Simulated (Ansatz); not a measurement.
CrO2 (rutile, P4_2/mnm) at seven volumes, PBE in the plane-wave PAW code Ansatz, shape and atoms relaxed at each. One row is withheld.

```tsv
V (Å³/atom)	P (GPa)
8.752	27.32
9.041	16.60
9.329	7.59
9.618	0.00
9.906	?
10.195	-11.51
10.483	-15.68
```

### Question
Fit the shown pressures and predict the withheld one.

### Answer
P = (3/2)B₀(x^(7/2) − x^(5/2))[1 + (3/4)(B′ − 4)(x − 1)] with x = (V₀/V)^(2/3). Least squares on the six rows gives V₀ = 9.620 Å³/atom, B₀ = 228 GPa, B′ = 5.06. At V = 9.906, x = 0.9807 and P = -6.20 GPa. The run itself gave -6.31 GPa.

Symmetry was held in the PBE relaxation. The final state is ferromagnetic, chosen from 2 collinear starts compared on coarse meshes (ties went to the first, and starts can fall back to one state), not a proven ground state. Textbook magnetic order: ferromagnetic. No Hubbard U is applied.

Potentials: the later of the program's two PAW sets.
